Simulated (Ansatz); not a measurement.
LaN:
```
CELL_PARAMETERS angstrom
      0.00000     2.77323     2.77323
      2.77323     0.00000     2.77323
      2.77323     2.77323     0.00000
ATOMIC_POSITIONS crystal
  N  0.25000 0.25000 0.25000
  La 0.00000 0.00000 0.00000
```

Relaxed with DFT-PBEsol in the program Ansatz with PAW potentials. Indices refer to the conventional cell of F-43m, a = b = c = 5.5465 Å, α = β = γ = 90.00°.

**Question.** Simulate the powder diffraction pattern (Mo Kα, λ = 0.71073 Å; lines above 1 %) up to 2θ = 45°.

**Answer.** Simulated powder pattern, Mo Kα, λ = 0.71073 Å (kinematic, ideal powder, no thermal factors, no anomalous dispersion; the 30 strongest lines at most, above 1 %, up to 2θ = 45°):

| 2θ (°) | d (Å) | I/Imax (%) | hkl |
|---|---|---|---|
| 12.74 | 3.202 | 100 | (111) |
| 14.72 | 2.773 | 41 | (200) |
| 20.88 | 1.961 | 48 | (220) |
| 24.54 | 1.672 | 52 | (311) |
| 25.65 | 1.601 | 13 | (222) |
| 29.70 | 1.387 | 8.4 | (400) |
| 32.43 | 1.272 | 22 | (331) |
| 33.30 | 1.240 | 18 | (420) |
| 36.59 | 1.132 | 17 | (422) |
| 38.89 | 1.067 | 17 | (511)+(333) |
| 42.50 | 0.980 | 5.2 | (440) |
| 44.55 | 0.938 | 16 | (531) |

The start of the workflow was typed in or built on a structure type; neither database checked (COD, Materials Project) lists it. COD files the formula under space group No. 225, so this cell is another polymorph or a model. Whether it is the stable phase at ambient conditions was not checked. Symmetry was held in the PBEsol relaxation; phonons on a q-mesh show no instability. Spin–orbit coupling is left out wherever it is not named.

Potentials: the later of the program's two PAW sets.
